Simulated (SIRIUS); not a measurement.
Set-up for a self-consistent single point of Si3N4 (Pm, 14 atoms in the cell; from Materials Project mp-988, changed as shown).

```
CELL_PARAMETERS angstrom
      7.42964     0.00000     0.00000
     -3.71482     6.43425     0.00000
      0.00000     0.00000     2.83838
ATOMIC_POSITIONS crystal
  Si 0.23108 0.82495 0.75000
  Si 0.76892 0.17505 0.25000
  Si 0.40613 0.23108 0.25000
  Si 0.59387 0.76892 0.75000
  Si 0.18043 0.40613 0.75000
  Si 0.82495 0.59387 0.25000
  N  0.33333 0.66667 0.75000
  N  0.66667 0.33333 0.25000
  N  0.96919 0.66985 0.75000
  N  0.03081 0.33015 0.25000
  N  0.29934 0.96919 0.25000
  N  0.70066 0.03081 0.75000
  N  0.33015 0.29934 0.75000
  N  0.66985 0.70066 0.25000
```

Level of theory: PBEsol, GBRV PBEsol ultrasoft pseudopotentials (plane waves; SIRIUS).

SIRIUS settings:

parameters.ngridk: 4 4 9
parameters.xc_functionals: [XC_GGA_X_PBE_SOL, XC_GGA_C_PBE_SOL]
parameters.gk_cutoff: 6.325 1/bohr
parameters.pw_cutoff: 14.143 1/bohr
parameters.smearing: fermi_dirac
parameters.smearing_width: 0.000367493 Ha
potentials: GBRV PBEsol ultrasoft pseudopotentials
parameters.electronic_structure_method: pseudopotential
parameters.num_bands: 38
parameters.num_mag_dims: 0
parameters.num_dft_iter: 100
parameters.energy_tol: 1e-07 Ha
parameters.density_tol: 1e-06
mixer.type: broyden2
mixer.beta: 0.5
mixer.use_hartree: true

Results:

* **Number of valence electrons**: 64
* **Number of bands**: 38
* **Number of k-points after the program's reduction**: 50
* **Number of plane waves (most at a k-point)**: 3965
* **Number of SCF iterations**: 16
* **FFT grid**: 72 × 72 × 27
* **Free energy E − TS**: -2983.7141 eV
* **Pressure**: 23.14 GPa
* **Largest force (vector length)**: 2.039 eV/Å

Forces (eV/Å):
```tsv
atom	Fx	Fy	Fz
Si1	0.032	0.002	0.000
Si2	0.185	-0.035	0.000
Si3	0.178	0.025	0.000
Si4	0.092	0.037	0.000
Si5	-2.037	-0.079	0.000
Si6	0.260	0.022	0.000
N7	0.161	0.112	0.000
N8	-0.142	-0.008	0.000
N9	0.106	0.062	0.000
N10	0.432	0.230	0.000
N11	0.032	0.202	0.000
N12	-0.113	-0.179	0.000
N13	0.761	-0.219	0.000
N14	0.054	-0.172	0.000
```

Stress (GPa, positive for compression):
```
23.54  -1.00   0.00
-1.00  22.76   0.00
 0.00   0.00  23.12
```

For comparison: a first run was changed to give this one (atom 5 moved by +0.04 angstrom along x), and from it to this one the free energy goes up by 3.1 meV/atom, the pressure goes from 23.00 to 23.14 GPa and the largest force goes from 0.154 to 2.039 eV/Å.

Forces above 1 eV/Å remain at this geometry. The structure comes from a collection of computed structures, made at another level of theory; the collection holds predicted forms beside known ones. Its lattice was then scaled. At this pressure the cell is far from its equilibrium volume at this level.

Cost on one core: about 5 core-minutes (a rough figure).
